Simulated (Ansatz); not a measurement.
BeSe:
```
CELL_PARAMETERS angstrom
      3.65567     0.00000     0.00000
     -1.82783     3.16590     0.00000
      0.00000     0.00000    11.99519
ATOMIC_POSITIONS crystal
  Be 0.00000 0.00000 0.99982
  Be 0.00000 0.00000 0.49982
  Be 0.66667 0.33333 0.75025
  Be 0.33333 0.66667 0.25025
  Se 0.00000 0.00000 0.81309
  Se 0.00000 0.00000 0.31309
  Se 0.66667 0.33333 0.56247
  Se 0.33333 0.66667 0.06247
```

Relaxed with PBE. Special points in fractions of this cell's reciprocal vectors: Γ (0.000, 0.000, 0.000); M (0.500, 0.000, 0.000); K (0.333, 0.333, 0.000); A (0.000, 0.000, 0.500); L (0.500, 0.000, 0.500); H (0.333, 0.333, 0.500).

**Question.** List the band energies nearest the valence-band maximum at these points for DFT-PBE in the program Ansatz with PAW potentials.

**Answer.** In eV from the valence-band maximum; about four levels below and three above (degenerate sets whole), none deeper than 8.9 eV; points with the same levels are listed once.

```csv
k,below,above
Γ,-0.59 -0.59 -0.08 0.00 0.00,4.11 4.21 4.26
M,-1.96 -1.93 -1.40 -1.09,3.05 3.17 4.15
K,-2.89 -2.20 -2.20 -1.57,4.59 4.59 4.63
A,-0.20 -0.20 -0.20 -0.20,4.17 4.17 4.61 4.61
L,-1.91 -1.91 -1.38 -1.38,3.37 3.37 4.31 4.31
H,-2.18 -2.18 -2.01 -2.01,3.88 3.88 5.75 5.75
```

Space group P6_3mc. A made-up cell: these elements were put on the sites of a structure type; neither database checked (COD, Materials Project) lists it. COD files the formula under space group No. 216, so this cell is another polymorph or a model. Whether it is the stable phase at ambient conditions was not checked. Symmetry was held in the PBE relaxation; its stability against distortions is not shown here. Spin–orbit coupling is left out wherever it is not named.

Potentials: the later of the program's two PAW sets.
